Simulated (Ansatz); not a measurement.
This SiO₃ structure is the end of a relaxation. The cell was found from a structure generator's guess, not taken from experiment.

Theory: DFT PBE, scalar-relativistic, plane waves, PAW in Ansatz 0.2.0. Cutoff 420 eV, Γ-centred mesh, Gaussian smearing, collinear spin.

```
Si O
1.0
    -3.41005    3.41005    1.76808
     3.41005   -3.41005    1.76808
     3.41005    3.41005   -1.76808
Si O
2 6
Direct
  0.00000 0.00000 0.00000
  0.75000 0.25000 0.50000
  0.50000 0.50000 0.00000
  0.87500 0.62500 0.75000
  0.87500 0.12500 0.25000
  0.87500 0.12500 0.75000
  0.37500 0.12500 0.25000
  0.25000 0.75000 0.50000
```

Energies over the elements count from the elements' standard structures at the same level (O₂ as a molecule), with no fitted energy shifts.

Task: What space group does it have?

Result: I4_1/amd (No. 141). Conventional cell: a = 6.820 Å, c = 3.536 Å. Around Si lie 6 O at 1.76–1.77 Å; around O on a site of symmetry -4m2 lie 2 Si at 1.77 Å and 4 O at 2.16 Å; O on a site of symmetry 2/m has 2 Si at 1.76 Å and 2 O at 2.16 Å.

Task: What is its formation energy per atom?

Result: −1.19 eV/atom. Whether it is stable depends on the other phases of the system, which aren't compared here.

Task: Is it a metal?

Result: Yes, bands cross the Fermi level on the 12×12×12 mesh.

Task: Which magnetic moments does it keep?

Result: 0.41 μB per atom net, the space between the atoms included; by site: O 0.5 (×2), 0.4 (×4) μB.

Task: From what recipe could a structure generator have reached it?

Result: One such recipe: 6-connected net, bridging atoms on its edges (I4_1/amd, No. 141). Other recipes can lead to the same cell.

The last run used collinear spin, a 12×12×12 mesh for its 8-atom cell and Gaussian smearing of 0.10 eV. Another magnetic order may lie lower. Symmetry constrained the relaxation, so the result can be a saddle point.
